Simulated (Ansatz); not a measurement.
Relaxed TiAl (CuAu type, space group P4/mmm):

```
TiAl
1.0
    5.64852     0.00000     0.00000
    2.82426     2.82426     0.00000
    0.00000     0.00000     4.07079
Al Ti
2 2
Cartesian
  1.41213   1.41213   2.03540
  4.23639   1.41213   2.03540
  0.00000   0.00000   0.00000
  2.82426   0.00000   0.00000
```

The atoms are displaced by Q × the pattern below (from a DFPT mode at M = (0.5, 0.5, 0.0), largest move 1; Q in Å), at fixed cell. It is one choice among 2 degenerate patterns. (q is in reciprocal vectors of the primitive cell; the cell shown is doubled to hold the pattern.)

```tsv
atom	x	y	z
Al1	-1.000	0.000	0.000
Al2	1.000	0.000	0.000
Ti3	0.000	0.751	0.000
Ti4	0.000	-0.751	0.000
```

These are PBE (plane waves to 420 eV, PAW, scalar-relativistic; Ansatz, a first-principles code) values and carry that method's errors. k mesh 16×16×12 (Γ-centred), Fermi-Dirac smearing 0.05 eV. E stands for the smeared free energy. With partly filled bands, energies and forces of such displacements shift with the k mesh and the smearing. TiAl is run without spin polarisation. TiAl was relaxed with its symmetry unable to fall. The zero of ΔE is the undisplaced structure. The last digit holds for this mesh only.

```
Q (Å)    ΔE (meV/cell)
-------  -------------
-0.1000       withheld
-0.0833          141.9
-0.0667           90.6
-0.0500           50.8
-0.0333           22.6
-0.0167            5.6
0.0000             0.0
0.0167             5.6
0.0333            22.6
0.0500            50.8
0.0667            90.6
0.0833           141.9
0.1000        withheld
```

### Question
Fit an even polynomial form (powers 2, 4) to the given rows and predict ΔE at Q = 0.1000.

### Answer
Least squares on the 11 given rows: ΔE = (20250)·Q² + (28380)·Q⁴, in meV/cell with Q in Å; root-mean-square residual 0.06 meV/cell. At 0.1000 the fit gives 205.3 meV/cell; the calculation gives 204.9 meV/cell, so the extrapolation is off by 0.4 (+0.2 %). The quadratic term alone would give 202.5 meV/cell.

(A displaced cell: forces are minus the slopes of the energy, force constants its curvatures, and phonons follow from these.)
